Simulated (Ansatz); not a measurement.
**Zone-centre phonons of PtSe2 at 18 GPa: input and output**

Theory: Ansatz 0.2.0, DFT LDA, scalar-relativistic, plane waves, PAW.

Launched with:
```bash
ansatz run input.yaml --threads 1 --pin off --max-ram 3072MiB --backend cpu --events-out ev --progress --plain --runs-dir out
```

Input (bare energies are in eV):
```yaml
crystal:
  lattice:
    - [3.6504435112, 0.0, 0.0]
    - [-1.8252217556, 3.1613768158, 0.0]
    - [0.0, 0.0, 4.3111458028]
  atoms:
    - { symbol: Pt, position: [0.0, 0.0, 0.0] }
    - { symbol: Se, position: [0.3333333333, 0.6666666667, 0.2872019399] }
    - { symbol: Se, position: [0.6666666667, 0.3333333333, 0.7127980601] }
basis:
  ecutwfc: 420
kpoints:
  mp_grid: { grid: [12, 12, 8] }
hamiltonian:
  xc: lda
scf:
  occupations: { method: fermi_dirac, width: 0.15 }
output:
  eigenvalues: true
phonons:
  method: dfpt
  eigenvectors: true
```

The end of the output:
```
--- Phonons (Γ-DFPT): 4 representative perturbations + reference, on 320 of 1152 k-points (Σ response iterations 12) ---
  k mesh reduced under 2 symmetry operations, with k and −k counted as one. Each operation leaves every solved perturbation unchanged. A smaller set is not used because it would not reduce the number of displacements ...
  ASR residual: 1.067e-3 → 0.000e0 eV/Å²; symmetrization residual: 2.373e-5 eV/Å²
  ASR residual per site (eV/Å²): 1.07e-3 1.48e-4 1.48e-4
  Γ frequencies (cm⁻¹): 0.00 0.00 0.00 180.71 180.71 238.33 250.71 250.71 252.60
  non-analytic LO–TO correction: not included (Born effective charges unavailable; polar crystals: no LO–TO splitting at Γ)
```

The run took 2.5 min on 1 thread of AMD EPYC 7R43 64-Core Processor (Zen 3) (shared host), peak memory 1.7 GiB.

In a metal, frequencies and elastic constants depend on the k mesh and the smearing, soft modes and shear constants most. Spin–orbit coupling is left out, which matters for heavy elements. A semilocal functional can close a gap that the real compound has.